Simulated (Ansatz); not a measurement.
Hf₃Ge₂:
```cif
data_Ge4Hf6
_chemical_formula_sum 'Hf6 Ge4'
_space_group_name_H-M_alt 'P4/mbm'
_space_group_IT_number 127
_space_group_name_Hall '-P 4 2ab'
_cell_length_a 7.11370
_cell_length_b 7.11370
_cell_length_c 3.70509
_cell_angle_alpha 90.000
_cell_angle_beta 90.000
_cell_angle_gamma 90.000
loop_
_atom_site_label
_atom_site_type_symbol
_atom_site_symmetry_multiplicity
_atom_site_Wyckoff_symbol
_atom_site_fract_x
_atom_site_fract_y
_atom_site_fract_z
_atom_site_occupancy
Hf1 Hf 2 a 0.00000 0.00000 0.00000 1
Hf2 Hf 4 h 0.33018 0.16982 0.50000 1
Ge1 Ge 4 g 0.13073 0.36927 0.00000 1
```

Relaxed at zero pressure with r²SCAN in the plane-wave PAW code Ansatz.

Task: The volume is raised by 9 % and shape and atoms relax at that volume. What pressure results, and how do the axes share the change?

Result: -10.3 GPa; a 2.7 %, b 2.7 %, c 3.3 %; the energy rises by 58 meV/atom.

Task: Give the new structure.

Result: 
Space group P4/mbm (No. 127); a = b = 7.3087 Å, c = 3.8259 Å, α = β = γ = 90.00°

```json
[
 {"atom": "Hf", "site": "2a", "symmetry": "4/m..", "x": "0.0000", "y": "0.0000", "z": "0.0000"},
 {"atom": "Hf", "site": "4h", "symmetry": "m.2m", "x": "0.3320", "y": "0.1680", "z": "0.5000"},
 {"atom": "Ge", "site": "4g", "symmetry": "m.2m", "x": "0.1330", "y": "0.3670", "z": "0.0000"}
]
```

The phase is kept; no other phase was compared at this pressure.

The workflow started from a Materials Project entry (that database holds measured and hypothetical structures alike); the Crystallography Open Database copy checked does not list it. Whether it is the stable phase at ambient conditions was not checked. The r²SCAN relaxation kept the symmetry of its start; whether a distortion lowers the energy is not shown. The run is not spin-polarised. Scalar-relativistic: spin–orbit coupling is off unless named, which matters more the heavier the elements.

Potentials: the later of the program's two PAW sets.
